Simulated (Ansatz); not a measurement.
Ti$_{3}$InC (anti-perovskite, Pm-3m), r²SCAN (plane waves, PAW; program Ansatz), all energies at zero smearing, with the estimated change up to a 700 eV cutoff added, with one set of potentials and settings (totals compare only within such a set). Cell of 5 atoms (3 Ti, 1 In, 1 C): -13379.883 eV.

| element | reference phase | E (eV/atom) |
|---|---|---|
| Ti | P6/mmm, 3 atoms in the cell | -2504.3896 |
| In | I4/mmm, 1 atoms in the cell | -5611.8204 |
| C | P6_3/mmc, 4 atoms in the cell | -251.6711 |

Formation energy per atom, worked out: (-13379.883 − 3×(-2504.3896) − 1×(-5611.8204) − 1×(-251.6711))/5 = -0.644 eV/atom (-62 kJ per mol of atoms), at 0 K, without zero-point energy or fitted corrections.

The first step of the workflow began from a Materials Project structure, measured or hypothetical; the Crystallography Open Database copy checked does not list it. Whether it is the stable phase at ambient conditions was not checked. Symmetry was held in the r²SCAN relaxation; its stability against distortions is not shown here. No spin polarisation was allowed. The references are the lowest solids computed at this level, not always the standard phases.

Potentials: the later of the program's two PAW sets.
